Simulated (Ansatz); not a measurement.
NbTe2:
```cif
data_Nb6Te12
_chemical_formula_sum 'Nb6 Te12'
_space_group_name_H-M_alt 'C2/m'
_space_group_IT_number 12
_space_group_name_Hall '-C 2y'
_cell_length_a 14.84037
_cell_length_b 3.68213
_cell_length_c 9.49684
_cell_angle_alpha 90.000
_cell_angle_beta 110.938
_cell_angle_gamma 90.000
loop_
_atom_site_label
_atom_site_type_symbol
_atom_site_symmetry_multiplicity
_atom_site_Wyckoff_symbol
_atom_site_fract_x
_atom_site_fract_y
_atom_site_fract_z
_atom_site_occupancy
Nb1 Nb 2 a 0.00000 0.00000 0.00000 1
Nb2 Nb 4 i 0.13803 0.50000 0.28933 1
Te1 Te 4 i 0.14763 0.50000 0.01363 1
Te2 Te 4 i 0.29502 0.00000 0.38168 1
Te3 Te 4 i 0.00493 0.00000 0.30593 1
```
(The calculation used a cell of 9 atoms; values per cell refer to that cell.)

Relaxed at zero pressure with the program Ansatz at the r²SCAN+D4 level (PAW).

Q: The volume is lowered by 6 % and shape and atoms relax at that volume. What pressure results, and how do the axes share the change?

A: 2.7 GPa; a -3.0 %, b -1.3 %, c -2.7 %; the energy rises by 12 meV/atom.

Q: Give the new structure.

A: 
Space group C2/m (No. 12); a = 14.393 Å, b = 3.634 Å, c = 9.243 Å, α = γ = 90.00°, β = 109.56°

```json
[
 {"atom": "Nb", "site": "2a", "symmetry": "2/m", "x": "0.0000", "y": "0.0000", "z": "0.0000"},
 {"atom": "Nb", "site": "4i", "symmetry": "m", "x": "0.1378", "y": "0.5000", "z": "0.2893"},
 {"atom": "Te", "site": "4i", "symmetry": "m", "x": "0.1508", "y": "0.5000", "z": "0.0087"},
 {"atom": "Te", "site": "4i", "symmetry": "m", "x": "0.2979", "y": "0.0000", "z": "0.3789"},
 {"atom": "Te", "site": "4i", "symmetry": "m", "x": "0.0015", "y": "0.0000", "z": "0.3103"}
]
```

The phase is kept; no other phase was compared at this pressure.

The first step of the workflow began from a Materials Project structure, measured or hypothetical; the Crystallography Open Database files this formula in space group No. 12, but the cells were not matched. Whether it is the stable phase at ambient conditions was not checked. Symmetry was held in the r²SCAN+D4 relaxation; whether a distortion lowers the energy is not shown. No spin polarisation was allowed. Scalar-relativistic: spin–orbit coupling is off unless named, which matters more the heavier the elements.

Potentials: the later of the program's two PAW sets.
